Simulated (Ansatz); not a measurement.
Relaxed-ion elastic tensor of Co (simple cubic, Pm-3m) in GPa (Voigt order), PBEsol (plane waves, PAW; program Ansatz); density 8.13 g/cm³, 12.04 Å³ per atom.

```csv
,1,2,3,4,5,6
1,316,75.3,75.3,0.0,0.0,0.0
2,75.3,316,75.3,0.0,0.0,0.0
3,75.3,75.3,316,0.0,0.0,0.0
4,0.0,0.0,0.0,-50.1,0.0,0.0
5,0.0,0.0,0.0,0.0,-50.1,0.0
6,0.0,0.0,0.0,0.0,0.0,-50.1
```

Task: Is the crystal mechanically stable?

Result: No: the smallest eigenvalue of C is -50.1 GPa.

A made-up cell: these elements were put on the sites of a structure type; neither database checked (COD, Materials Project) lists it. It is not the phase usual at ambient conditions (space group No. 194). The cell was relaxed with PBEsol under the symmetry of its start. At this level the phase is mechanically unstable. Magnetic state: ferromagnetic, chosen from 3 collinear starts compared on coarse meshes (ties went to the first, and starts can fall back to one state), not a proven ground state. As this level gives no gap, shear constants depend on the k-mesh and smearing (Fermi–Dirac, 0.1 eV here). On the denser mesh and wider smearing of the elastic run this cell carries a stress of 0.5 GPa.

Potentials: the later of the program's two PAW sets.
